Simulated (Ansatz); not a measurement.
**ZrPbO4: stable or not**

It was reached by relaxing an invented guess, and it needn't be the stable form of this composition.

Computed with Ansatz, DFT PBE, scalar-relativistic, plane waves, PAW. The final run on the 6-atom cell used 420 eV, a Γ-centred 10×10×8 mesh, 0.10 eV smearing and no spin polarisation.

```cif
data_structure
_symmetry_space_group_name_H-M 'P4/mmm'
_symmetry_Int_Tables_number 123
_cell_length_a 3.7145
_cell_length_b 3.7145
_cell_length_c 5.2730
_cell_angle_alpha 90.000
_cell_angle_beta 90.000
_cell_angle_gamma 90.000
_cell_volume 72.75
loop_
_atom_site_label
_atom_site_type_symbol
_atom_site_symmetry_multiplicity
_atom_site_Wyckoff_symbol
_atom_site_fract_x
_atom_site_fract_y
_atom_site_fract_z
_atom_site_occupancy
Zr1 Zr 1 d 0.50000 0.50000 0.50000 1
Pb1 Pb 1 a 0.00000 0.00000 0.00000 1
O1 O 4 i 0.50000 0.00000 0.73927 1
```

The zero of energy is the elements' standard structures at the same level (O₂ as a molecule); no fitted shifts are applied.

Question: These tests were run: energy against the elements; phonons on a 2×2×1 q mesh. What do they show?

Answer:

| test | result |
| --- | --- |
| energy against the elements | −1.95 eV/atom |
| phonons on a 2×2×1 q mesh | imaginary modes down to 362i cm⁻¹ |

It fails one test: phonons on a 2×2×1 q mesh. So it isn't even a local minimum.

These runs have no spin–orbit coupling, which can matter for Pb. The run for the phonons used a 10×10×8 k mesh and Fermi–Dirac smearing of 0.15 eV.
